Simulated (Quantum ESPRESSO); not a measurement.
## Moving one atom in AgAl5RuTa

All numbers below are calculated, not measured. They come from Quantum ESPRESSO 7.5, a public plane-wave density functional program. Each row is one single-point run on a made-up periodic cell of eight metal atoms, with elements, volume, strain and displacements drawn at random and not relaxed, so a cell may be unstable or far from any real phase. There is no spin polarisation or spin-orbit coupling.

Settings: PBE unless stated; PseudoDojo standard norm-conserving files; Fermi-Dirac width 0.25 eV, which means electrons at about 2900 K; cutoff 1143 eV; 6 x 6 x 5 k mesh shifted half a step off Gamma. E is the free energy of the whole cell (internal energy minus TS), so a -TS column is already part of it. Stress is positive in tension, and the pressure P is minus a third of its trace.

Checks: one run of this series was repeated at a higher cutoff and on a denser mesh, which moved values by no more than 0.003 eV, 0.06 GPa and 0.006 eV/Å, and a second program with other atomic files agreed on it to 2 % rms in force and 0.5 GPa in pressure. Known limits: heavy elements are run without spin-orbit coupling, which real alloys of them have; a spin test at this wide smearing found no moment, but such smearing suppresses magnetism that the real alloy may have.

The lattice is face-centred cubic, and the cell vectors in Å are (1.934, 3.909, 1.985); (1.891, -3.863, 1.936); (3.927, -0.003, -4.024), a volume of 119.63 Å³. The elements on sites 1 to 8 are Al Al Al Ta Al Ag Al Ru. The runs move the Al atom on site 7 by u along y from its drawn, already displaced place and keep all else fixed. Forces are on that atom, and E is counted from run 4.

| run | u (Å) | Fx (eV/Å) | Fy (eV/Å) | Fz (eV/Å) | P (GPa) | E (meV) |
|---|---|---|---|---|---|---|
| 1 | -0.1059 | 0.888 | 2.625 | -0.423 | 13.36 | 144.4 |
| 2 | -0.0870 | 0.823 | 2.466 | -0.415 | 13.19 | 96.3 |
| 3 | -0.0702 | ? | ? | ? | ? | ? |
| 4 | -0.0450 | 0.686 | 2.118 | -0.401 | 12.85 | 0.0 |
| 5 | 0.0633 | 0.390 | 1.242 | -0.386 | 12.20 | -181.7 |
| 6 | 0.1301 | 0.246 | 0.714 | -0.390 | 11.96 | -247.0 |
| 7 | 0.1495 | 0.209 | 0.562 | -0.393 | 11.91 | -259.3 |

## Worked fit

A parabola through the runs shown gives Fy = 1.751 - 8.12 u + 1.2 u² eV/Å, with an error of 0.00 on the linear term and a scatter of 0.001 eV/Å. Minus its integral from run 1 to run 7 is -404 meV, and the table's energies differ by -404 meV.

## Withheld run

Question: what Fy should run 3 give?

The fit gives 2.327 ± 0.001 eV/Å. The calculation gave 2.326 eV/Å.
